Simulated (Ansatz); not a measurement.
## ZrCu in the CsCl-type structure

Computed with Ansatz (plane waves, PAW, 420 eV cutoff): PBEsol, scalar-relativistic, no spin polarisation, 10×10×10 k-mesh, Gaussian smearing of 0.05 eV. The datasets are Ansatz's generated set soft_2.

```cif
data_structure
_symmetry_space_group_name_H-M 'Pm-3m'
_symmetry_Int_Tables_number 221
_cell_length_a 3.2244
_cell_length_b 3.2244
_cell_length_c 3.2244
_cell_angle_alpha 90.000
_cell_angle_beta 90.000
_cell_angle_gamma 90.000
_cell_volume 33.52
loop_
_atom_site_label
_atom_site_type_symbol
_atom_site_symmetry_multiplicity
_atom_site_Wyckoff_symbol
_atom_site_fract_x
_atom_site_fract_y
_atom_site_fract_z
_atom_site_occupancy
Zr1 Zr 1 a 0.00000 0.00000 0.00000 1
Cu1 Cu 1 b 0.50000 0.50000 0.50000 1
```

The start was a prototype's sites filled with these elements, not a measured cell.

The cell above was scaled in volume, its shape and atoms being fixed by the lattice's symmetry. Energies are counted from the cell above.

```csv
V (Å³/atom),ΔE (meV/atom),P from the stress (GPa)
16.092,11.78,5.81
16.427,2.85,2.76
16.762,0.00,0.00
17.098,2.62,-2.49
17.433,10.19,-4.73
```

Problem. Do the energies and the pressures agree? Compare −ΔE/ΔV between neighbouring points (1 meV/Å³ = 0.1602 GPa) with the mean of their pressures.

Solution. 
```json
{"interval (Å³/atom)": "16.09 to 16.43", "−ΔE/ΔV (GPa)": "4.3", "mean P (GPa)": "4.3"}
{"interval (Å³/atom)": "16.43 to 16.76", "−ΔE/ΔV (GPa)": "1.4", "mean P (GPa)": "1.4"}
{"interval (Å³/atom)": "16.76 to 17.10", "−ΔE/ΔV (GPa)": "-1.3", "mean P (GPa)": "-1.2"}
{"interval (Å³/atom)": "17.10 to 17.43", "−ΔE/ΔV (GPa)": "-3.6", "mean P (GPa)": "-3.6"}
```
They differ by 0.02 GPa at most.

Problem. What do the two routes give for V0, B0 and B0′?

Solution. A third-order Birch–Murnaghan fit of the energies: V0 = 16.76 Å³/atom, B0 = 131 GPa, B0′ = 4.1. A polynomial of P in ln V, with B = −dP/d ln V at P = 0: V0 = 16.76 Å³/atom, B0 = 131 GPa, B0′ = 4.2.

B0·V0 = 130.7 GPa × 16.76 Å³ = 13.68 eV/atom sets the scale: near the minimum ΔE ≈ ½ B0 V0 x², with x = V/V0 − 1, and a pressure of 1.3 GPa squeezes the volume by about 1 %. At the ends of the curve: x = −4.0 % predicts 11.0 meV/atom and the run gives 11.8; x = +4.0 % predicts 10.9 meV/atom and the run gives 10.2. The lopsidedness is anharmonic: atoms resist being pushed together more than being pulled apart. The run is a metal.
